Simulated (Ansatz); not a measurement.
## MgS: frozen-core PAW against all-electron methods

```xyz
2
Lattice="-0.0260 2.5886 2.5886 2.5886 -0.0260 2.5886 2.5886 2.5886 -0.0260" Properties=species:S:1:pos:R:3 pbc="T T T"
Mg    0.0000    0.0000    0.0000
S     2.5756    2.5756    2.5756
```

Atom numbers follow the list: Mg1, S2.

The cell is COD entry 9008672, as deposited and not checked against the literature; nothing was relaxed. The listed cell was then made from it by scaling, straining or moving an atom.

Methods: DFT, PBEsol, PAW with Ansatz's default frozen-core files, scalar-relativistic (Ansatz 0.2.0); DFT, PBEsol, all-electron LAPW, scalar-relativistic (Ansatz 0.2.0).

For PAW: a Γ-centred 10×10×10 k mesh, Fermi–Dirac smearing of 0.03 eV, cutoff 420 eV, no spin polarisation; the PAW files were made with PBE, and the program remakes their frozen cores for this functional. LAPW targets a basis error of 0.25 meV/atom. The Ansatz runs share mesh, smearing and spin set-up. Plane-wave (PAW) pressures include the program's estimate of the Pulay term.

Stress and pressure are positive in compression.

The change that made this cell: equal xy, yz and zx engineering shear strains of -1 %.

PAW results:

```tsv
quantity	PAW
pressure (GPa)	-0.93
stress yz (GPa)	0.53
stress xz (GPa)	0.53
stress xy (GPa)	0.53
band gap (eV)	2.608
```

Task: What does LAPW (all electrons) give for the same quantities?

Result: 
```json
{"quantity": "pressure (GPa)", "LAPW": "-0.95"}
{"quantity": "stress yz (GPa)", "LAPW": "0.53"}
{"quantity": "stress xz (GPa)", "LAPW": "0.53"}
{"quantity": "stress xy (GPa)", "LAPW": "0.53"}
{"quantity": "band gap (eV)", "LAPW": "2.610"}
```
